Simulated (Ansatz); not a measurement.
The end of the path is a generated cell of BeNi: the first start was made by placing the elements on the sites of a structure type, and the end was not matched to a known phase here, so it may be hypothetical.

A geometry of BeNi away from equilibrium: step 13 of the relaxation of a generated cell, BeNi built in the AFLOW prototype AB_oP8_62_c_c (B29, as in SnS). Level of theory: PBEsol (plane waves to 420 eV, PAW, scalar-relativistic; Ansatz, a first-principles code). Γ-centred k-mesh 4×11×11 on the run's cell (coarser than for final values), Fermi–Dirac smearing 0.05 eV.

```
CELL_PARAMETERS angstrom
      8.20076     0.00000     0.00000
      0.00000     3.41079     0.00000
      0.00000     0.00000     2.47332
ATOMIC_POSITIONS crystal
  Ni 0.65685 0.25000 0.50001
  Ni 0.15685 0.25000 0.99999
  Ni 0.34315 0.75000 0.49999
  Ni 0.84315 0.75000 0.00001
  Be 0.42342 0.25000 0.99999
  Be 0.92342 0.25000 0.50001
  Be 0.57658 0.75000 0.00001
  Be 0.07658 0.75000 0.49999
```
Spin-polarised start, with parallel moments on Ni.

Problem. Which atoms carry the largest force, and which way does it point?

Solution. No atom: all forces are below 0.005 eV/Å; only the cell is out of equilibrium.

Problem. What is the pressure?

Solution. +3.0 GPa, compression positive.

No spin polarisation in the result: the starting moments vanished. A magnetic state may lie lower.

The run could not lose the symmetry of its start, so the end can be a saddle point.
